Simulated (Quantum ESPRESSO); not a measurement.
```cif
data_HAlBaSi
_chemical_formula_sum 'H1 Al1 Si1 Ba1'
_space_group_name_H-M_alt 'P 1'
_space_group_IT_number 1
_cell_length_a 4.29914
_cell_length_b 4.29914
_cell_length_c 5.06195
_cell_angle_alpha 90.000
_cell_angle_beta 90.000
_cell_angle_gamma 120.000
loop_
_space_group_symop_operation_xyz
  'x, y, z'
loop_
_atom_site_label
_atom_site_type_symbol
_atom_site_fract_x
_atom_site_fract_y
_atom_site_fract_z
_atom_site_occupancy
H1 H 0.66667 0.33333 0.12456 1
Al1 Al 0.66667 0.33333 0.46935 1
Si1 Si 0.33333 0.66667 0.54409 1
Ba1 Ba 0.00000 0.00000 0.00491 1
```

Cell and atoms were relaxed with PBEsol from Materials Project entry mp-571093, within its symmetry.

Question: What does norm-conserving PBEsol (Quantum ESPRESSO, 72 Ry, no spin-orbit coupling) give for the electronic structure near the Fermi level?

Answer: The PBEsol gap is 0.62 eV; at least one edge lies off the plotted path, at a point of the SCF mesh. The smallest direct gap is 1.19 eV. 

The structure is a Materials Project entry; no match was found in the copy of COD used, and its stability was not checked.
